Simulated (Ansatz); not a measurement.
Zr2InN:
```
CELL_PARAMETERS angstrom
      3.29181     0.00000     0.00000
     -1.64591     2.85079     0.00000
      0.00000     0.00000    14.89579
ATOMIC_POSITIONS crystal
  Zr 0.66667 0.33333 0.91604
  Zr 0.33333 0.66667 0.08396
  Zr 0.33333 0.66667 0.41604
  Zr 0.66667 0.33333 0.58396
  In 0.66667 0.33333 0.25000
  In 0.33333 0.66667 0.75000
  N  0.00000 0.00000 0.00000
  N  0.00000 0.00000 0.50000
```

Relaxed with r²SCAN. Special points in fractions of this cell's reciprocal vectors: Γ (0.000, 0.000, 0.000); M (0.500, 0.000, 0.000); K (0.333, 0.333, 0.000); A (0.000, 0.000, 0.500); L (0.500, 0.000, 0.500); H (0.333, 0.333, 0.500).

Problem. List the band energies nearest the Fermi level at these points for the program Ansatz at the r²SCAN level (PAW).

Solution. In eV from the Fermi level; about four levels below and three above (degenerate sets whole), none deeper than 8.9 eV; points with the same levels are listed once.

```json
[
 {"k": "Γ", "below": "-3.59 -2.46 -0.72 -0.01", "above": "0.49 0.49 0.51 0.51"},
 {"k": "M", "below": "-2.45 -2.33 -1.53 -1.39", "above": "1.41 1.59 1.83"},
 {"k": "K", "below": "-1.61 -1.61 -1.47 -1.47 -0.64", "above": "0.55 0.71 0.71"},
 {"k": "A", "below": "-3.08 -3.08 -0.28 -0.28", "above": "0.50 0.50 0.50 0.50"},
 {"k": "L", "below": "-2.37 -2.37 -1.46 -1.46", "above": "1.44 1.44 2.19 2.19"},
 {"k": "H", "below": "-1.28 -1.28 -0.10 -0.10", "above": "0.53 0.53 1.73 1.73"}
]
```

Space group P6_3/mmc. The first step of the workflow began from a Materials Project structure, measured or hypothetical; the Crystallography Open Database copy checked does not list it. Whether it is the stable phase at ambient conditions was not checked. The r²SCAN relaxation kept the symmetry of its start; whether a distortion lowers the energy is not shown. No spin polarisation was allowed. Scalar-relativistic: spin–orbit coupling is off unless named, which matters more the heavier the elements.

Potentials: the later of the program's two PAW sets.
